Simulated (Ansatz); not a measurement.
The relaxed structure here is a generated cell of MoS2: the first start was made by placing the elements on the sites of a structure type, and the end was not matched to a known phase here, so it may be hypothetical. Known forms of MoS2 include space group No. 160, 194.

One stationary structure of MoS₂. Calculation: PBE (plane waves to 420 eV, PAW, scalar-relativistic; Ansatz, a first-principles code).

```xyz
12
Lattice="5.8535 0.0000 0.0000 0.0000 5.8535 0.0000 0.0000 0.0000 6.6262" Properties=species:S:1:pos:R:3 pbc="T T T"
Mo     0.0000     2.9268     5.6448
Mo     0.0000     2.9268     2.7164
Mo     2.9268     0.0000     3.9098
Mo     2.9268     0.0000     0.9814
S      1.7748     4.7016     5.7730
S      1.6577     4.5845     2.4584
S      4.5845     4.1958     4.1678
S      4.7016     4.0787     0.8533
S      1.2690     1.6577     4.1678
S      1.1519     1.7748     0.8533
S      4.0787     1.1519     5.7730
S      4.1958     1.2690     2.4584
```

Determine the symmetry and give the standard cell with its independent sites.

Space group P-42₁m (No. 113); a = 5.854 Å, b = 5.854 Å, c = 6.626 Å, α = 90.00°, β = 90.00°, γ = 90.00°

| atom | site | symmetry | x | y | z |
|---|---|---|---|---|---|
| Mo | 2c | 2.mm | 0.5000 | 0.0000 | 0.1481 |
| Mo | 2c | 2.mm | 0.0000 | 0.5000 | 0.4100 |
| S | 4e | ..m | 0.1968 | 0.3032 | 0.1288 |
| S | 4e | ..m | 0.2168 | 0.2832 | 0.6290 |

Give the shortest distances between elements (the closest pairs, up to four, under 3.6 Å).

Mo–S 2.31 Å; Mo–Mo 2.93 Å; S–S 3.26 Å.

```yaml
volume_per_atom: 18.92 Å³
band_gap: zero (metallic)
```

No spin polarisation in the result.

The run could not lose the symmetry of its start: the end is stationary, and may be a saddle point rather than a minimum.

It was reached from a disturbed copy of a P4₂/mnm (No. 136) cell (rutile type), against which it lies -0.03 eV/atom.
